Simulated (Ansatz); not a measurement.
Here is the system:

Re (β-Sn type, I4_1/amd), a = 5.0364 Å, b = 5.0364 Å, c = 2.6033 Å, α = 90.00°, β = 90.00°, γ = 90.00°; the cell used has 2 atoms.

This is the PBE-relaxed structure.

Q: All from DFT-PBE in the program Ansatz with PAW potentials, unless another level is named. Predict the density of states at the Fermi level.

A: 1.0 states/eV per atom (mean over ±0.08 eV).

Q: What about the gap with spin–orbit coupling?

A: none (metallic).

A made-up cell: these elements were put on the sites of a structure type; neither database checked (COD, Materials Project) lists it. It is not the phase usual at ambient conditions (space group No. 194). The PBE relaxation kept the symmetry of its start; of distortions, only those at the zone centre were tested. No spin polarisation was allowed. Axis ratios of metals converge slowly with the k-mesh, so a and c are less sure than the volume. Spin–orbit coupling is left out wherever it is not named.

Potentials: the later of the program's two PAW sets.
